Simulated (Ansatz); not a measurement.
**LuAs in the zincblende structure**

Computed with Ansatz (plane waves, PAW, 420 eV cutoff): PBEsol, scalar-relativistic, no spin polarisation, 8×8×8 k-mesh, Gaussian smearing of 0.05 eV. The datasets are Ansatz's generated set soft_2.

```yaml
crystal:
  lattice:
    - [0.00000, 3.13198, 3.13198]
    - [3.13198, 0.00000, 3.13198]
    - [3.13198, 3.13198, 0.00000]
  atoms:
    - { symbol: Lu, position: [0.00000, 0.00000, 0.00000] }
    - { symbol: As, position: [0.25000, 0.25000, 0.25000] }
```

This is a trial structure: such lanthanide and actinide compounds mostly take the rock-salt structure.

The cell is relaxed to zero pressure at this level.

Elastic constants come from the stress of slightly strained cells with relaxed atoms, in GPa, Voigt order xx, yy, zz, yz, xz, xy in the Cartesian frame of the vectors above.

```
59.8 53.4 53.4  0.0  0.0  0.0
53.4 59.8 53.4  0.0  0.0  0.0
53.4 53.4 59.8  0.0  0.0  0.0
 0.0  0.0  0.0 10.9  0.0  0.0
 0.0  0.0  0.0  0.0 10.9  0.0
 0.0  0.0  0.0  0.0  0.0 10.9
```

Task: Work out the Voigt, Reuss and Hill moduli.

Result: Voigt: K = (C11 + C22 + C33 + 2(C12 + C13 + C23))/9 = 56 GPa, G = (C11 + C22 + C33 − C12 − C13 − C23 + 3(C44 + C55 + C66))/15 = 7.8 GPa. Reuss, from the compliances S = C⁻¹: K = 56 GPa, G = 5.6 GPa. Hill means: K = 56 GPa, G = 6.7 GPa.

Task: And Young's modulus, Poisson's ratio, Pugh's ratio and the anisotropy?

Result: E = 9KG/(3K + G) = 19.3 GPa, ν = (3K − 2G)/(6K + 2G) = 0.44, K/G = 8.30 (over the 1.75 that Pugh's rule, made for metals, takes as the line between brittle and ductile), universal anisotropy index 5G_V/G_R + K_V/K_R − 6 = 2.0. The eigenvalues of C are 6.4, 6.4, 10.9, 10.9, 10.9, 167 GPa, all positive.

Task: What sound velocities and Debye temperature follow for a polycrystal?

Result: With a density of 6.753 g/cm³ (mean mass 124.9 u, 30.72 Å³/atom), K = 55.6 and G = 6.67 GPa from the unrounded constants, v_l = √((K + 4G/3)/ρ) = 3090 m/s and v_t = √(G/ρ) = 990 m/s. The mean [(1/v_l³ + 2/v_t³)/3]^(−1/3) is 1130 m/s, and θ_D = (ħ/k_B)(6π²/V)^(1/3) v_m ≈ 108 K, with V the volume an atom. This is the low-temperature, elastic estimate.

For a cubic crystal three numbers say it all: C11 = 59.8, C12 = 53.4, C44 = 10.9 GPa. K = (C11 + 2C12)/3 = 55.6 GPa. The two shear moduli are C44 and C′ = (C11 − C12)/2 = 3.2 GPa, so Zener's ratio C44/C′ is 3.46: the crystal is stiffest along ⟨111⟩ and softest along ⟨100⟩. The Cauchy pressure C12 − C44 is 42 GPa; pair forces would make it zero if every atom sat on a centre of inversion, which isn't so here, so internal relaxation also enters.

The equation of state, an independent route, gives B0 = 56 GPa, against 56 GPa here.

 Scalar-relativistic only: spin–orbit splittings of the heavy atoms' levels are missing.
